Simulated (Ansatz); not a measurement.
**NbRh: frozen-core PAW against all-electron methods**

```
Nb Rh
1.0
     2.84200    0.00000    0.00000
     0.00000    2.84200    0.00000
     0.00000    0.00000    3.88518
Nb Rh
1 1
Cartesian
  0.0000 0.0000 0.0000
  1.4210 1.4210 1.9426
```

Atoms are numbered in the order listed.

The cell comes from COD entry 2310202, which wasn't checked; take it as a given geometry. The listed cell was then made from it by scaling, straining or moving an atom.

All numbers are computed: DFT, PBEsol, PAW with Ansatz's default frozen-core files, scalar-relativistic (Ansatz 0.2.0); DFT, PBEsol, all-electron PAW with datasets made for the crystal, scalar-relativistic (Ansatz 0.2.0); DFT, PBEsol, all-electron LAPW, scalar-relativistic (Ansatz 0.2.0).

For PAW: a Γ-centred 14×14×11 k mesh, Fermi–Dirac smearing of 0.05 eV, cutoff 420 eV, no spin polarisation; the PAW files were made with PBE, and the program remakes their frozen cores for this functional. The crystal-made all-electron datasets (AE datasets) take a cutoff of 280 eV at this cell. LAPW targets a basis error of 1 meV/atom. The Ansatz runs share mesh, smearing and spin set-up. Plane-wave (PAW) pressures include the program's estimate of the Pulay term.

Stress and pressure are positive in compression.

No spin–orbit coupling: at heavy atoms the gradients can be off by tens of per cent for that reason.

In a metal, gradients converge slowly with the k mesh: the values move by tens of per cent from one mesh to another, at times in sign, so only the comparison on one mesh counts.

```csv
quantity,PAW,AE datasets,LAPW
pressure (GPa),-5.50,-5.49,-5.49
stress xx (GPa),-4.88,-4.87,-4.87
stress zz (GPa),-6.74,-6.73,-6.73
field gradient Vzz at Nb1 (10²¹ V/m²),-1.53,-1.50,–
field gradient Vzz at Rh2 (10²¹ V/m²),3.27,3.29,–
```

PAW's pressure differs from the LAPW value by about 0.01 GPa or less.
